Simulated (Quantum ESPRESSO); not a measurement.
```cif
data_K2Sb2Sn2
_chemical_formula_sum 'K2 Sn2 Sb2'
_space_group_name_H-M_alt 'P63mc'
_space_group_IT_number 186
_space_group_name_Hall 'P 6c -2c'
_cell_length_a 4.41538
_cell_length_b 4.41538
_cell_length_c 13.07731
_cell_angle_alpha 90.000
_cell_angle_beta 90.000
_cell_angle_gamma 120.000
loop_
_atom_site_label
_atom_site_type_symbol
_atom_site_symmetry_multiplicity
_atom_site_Wyckoff_symbol
_atom_site_fract_x
_atom_site_fract_y
_atom_site_fract_z
_atom_site_occupancy
K1 K 2 b 0.66667 0.33333 0.49882 1
Sn1 Sn 2 a 0.00000 0.00000 0.29717 1
Sb1 Sb 2 b 0.66667 0.33333 0.18850 1
```

The geometry is that of Materials Project entry mp-3486, symmetrised and not relaxed again.

Task: What does LDA (pw.x of Quantum ESPRESSO, ONCV potentials, without SOC) give for the electronic structure near the Fermi level?

Result: The LDA gap is indirect, 0.27 eV, from 80 % of the way from K to Γ to Γ; the smallest direct gap is 0.43 eV. Spin-orbit coupling is left out, which matters for elements this heavy: edges can move by tenths of an eV.
